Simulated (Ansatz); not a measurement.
Q: Name crystals whose computed values (plane-wave PAW r²SCAN (Ansatz code)) fall in these windows: B₀ by P(V) fit (GPa) 190 to 270; gap (eV) 0.88 to 1.2.

A: 

```json
[
 {"crystal": "Co3O4, Fd-3m (Co on 16d, Co on 8a, O on 32e)", "B₀ by P(V) fit (GPa)": "232", "gap (eV)": "1.09"},
 {"crystal": "GaN, rock salt", "B₀ by P(V) fit (GPa)": "243", "gap (eV)": "1.16"}
]
```
Others may fit too.

Spin orders computed, not proven ground states: Co3O4, Fd-3m (Co on 16d, Co on 8a, O on 32e) antiferromagnetic. Not the usual ambient phase: GaN, rock salt. Standing as an ambient phase not checked: Co3O4, Fd-3m (Co on 16d, Co on 8a, O on 32e). All cells were relaxed under the symmetry of their starts (and spin orders); stability against distortions was not tested throughout. Cells of antiferromagnets are given as chemical subcells. No Hubbard U is applied. Scalar-relativistic: spin–orbit coupling is off unless named, which matters more the heavier the elements.

Potentials: the later of the program's two PAW sets.
